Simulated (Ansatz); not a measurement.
Mo3Ir:
```
Mo3Ir
1.0
    3.93655     0.00000     0.00000
    0.00000     3.93655     0.00000
    0.00000     0.00000     3.93655
Mo Ir
3 1
Direct
  0.00000   0.50000   0.50000
  0.50000   0.50000   0.00000
  0.50000   0.00000   0.50000
  0.00000   0.00000   0.00000
```

Relaxed with r²SCAN. Special points in fractions of this cell's reciprocal vectors: Γ (0.000, 0.000, 0.000); X (0.000, 0.500, 0.000); M (0.500, 0.500, 0.000); R (0.500, 0.500, 0.500).

Task: List the band energies nearest the Fermi level at these points for DFT-r²SCAN in the program Ansatz with PAW potentials.

Result: In eV from the Fermi level; about four levels below and three above (degenerate sets whole), none deeper than 8.9 eV; points with the same levels are listed once.

```
k                                below                     above
-  -----------------------------------  ------------------------
Γ  -5.47 -5.47 -5.47 -1.60 -1.60 -1.60  1.08 1.08 3.62 3.62 3.62
X              -3.29 -2.38 -2.38 -1.96            0.00 0.26 0.26
M              -2.08 -2.08 -2.05 -1.86            0.60 0.62 0.62
R  -1.76 -1.76 -1.76 -1.08 -1.08 -1.08            0.92 0.92 0.92
```

Space group Pm-3m (Cu3Au type). The cell is a constructed one: a structure type filled with these elements; neither database checked (COD, Materials Project) lists it. Whether it is the stable phase at ambient conditions was not checked. The cell was relaxed with r²SCAN under the symmetry of its start; its stability against distortions is not shown here. No spin polarisation was allowed. Spin–orbit coupling is left out wherever it is not named.

Potentials: the earlier of the program's two PAW sets.
